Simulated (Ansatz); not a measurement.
Input:

MgS:
```
CELL_PARAMETERS angstrom
      0.00000     2.79684     2.79684
      2.79684     0.00000     2.79684
      2.79684     2.79684     0.00000
ATOMIC_POSITIONS crystal
  S  0.75000 0.75000 0.75000
  Mg 0.00000 0.00000 0.00000
```

This is the LDA-relaxed structure. x, y and z are the axes in which the lattice vectors are written.

Question: All from LDA (plane waves, PAW; program Ansatz), unless another level is named. Give the Debye temperature from the elastic constants.

Answer: 356 K.

Question: What about the piezoelectric stress constants (proper, relaxed ions, C/m²)?

Answer: e14 = e25 = e36 = -0.34.

Space group F-43m (zinc blende). A made-up cell: these elements were put on the sites of a structure type; the Crystallography Open Database copy checked does not list it. COD files the formula under space group No. 225, so this cell is another polymorph or a model. Whether it is the stable phase at ambient conditions was not checked. The cell was relaxed with LDA under the symmetry of its start; phonons on a q-mesh show no instability.

Potentials: the later of the program's two PAW sets.
